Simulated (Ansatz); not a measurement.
C (diamond)

```
C
1.0
    0.00000     1.78014     1.78014
    1.78014     0.00000     1.78014
    1.78014     1.78014     0.00000
C
2
Direct
  0.50000   0.50000   0.50000
  0.75000   0.75000   0.75000
```

Equation-of-state scan: isotropic scaling of the cell above, V₀ being its volume. Symmetry pins the atoms to their sites.

Computed with r2SCAN (plane waves to 500 eV, PAW, scalar-relativistic; Ansatz, a first-principles code). k mesh 16×16×16 (Γ-centred), Fermi-Dirac smearing 0.05 eV. Compression counts positive. C was relaxed with its symmetry unable to fall.

At one point of the scan the stress tensor (GPa) is:

```
   24.3      0.0      0.0
    0.0     24.3      0.0
    0.0      0.0     24.3
```

Question: Which point is it?
A. V/V₀ = 0.952
B. V/V₀ = 0.940
C. V/V₀ = 0.964
D. V/V₀ = 0.976

Answer: A, V/V₀ = 0.952

(A scan under strain: stresses follow from slopes of the energy per volume, elastic moduli from its curvatures.)
